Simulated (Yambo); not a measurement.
RPA spectrum of KCl (rock salt, space group Fm-3m, No. 225) on LDA bands in Yambo (10×10×10 mesh, 42 bands, 4 Ry local-field block, 0.2 eV broadening; field along x). CGrdSpXd merges neighbouring transition energies to save time; the report line [X-CG] gives the poles kept by one of the 4 MPI tasks, and where the merging fails may depend on that split.

```json
[
 {"CGrdSpXd asked (%)": "100", "share reached (%)": "100", "poles used (one task)": "2810", "static ε": "2.38", "largest change of Im ε (% of its maximum)": "0.0", "rough time": "1"},
 {"CGrdSpXd asked (%)": "70", "share reached (%)": "69", "poles used (one task)": "1966", "static ε": "2.38", "largest change of Im ε (% of its maximum)": "0.1", "rough time": "within a factor of two"},
 {"CGrdSpXd asked (%)": "30", "share reached (%)": "30", "poles used (one task)": "843", "static ε": "2.38", "largest change of Im ε (% of its maximum)": "1.2", "rough time": "within a factor of two"},
 {"CGrdSpXd asked (%)": "15", "share reached (%)": "3", "poles used (one task)": "105", "static ε": "2.40", "largest change of Im ε (% of its maximum)": "18", "rough time": "about 1/3"},
 {"CGrdSpXd asked (%)": "5", "share reached (%)": "3", "poles used (one task)": "105", "static ε": "2.40", "largest change of Im ε (% of its maximum)": "18", "rough time": "about 1/3"}
]
```

All runs end normally. In the runs at 15 %, 5 % few poles are left or the spectrum changes by over a quarter of its peak, and no warning says so. Times are rough ratios from shared machines. The k mesh wasn't tested; the rows compare only with each other.

Geometry relaxed with LDA; primitive cell a = b = c = 4.296 Å, α = β = γ = 60.00°.
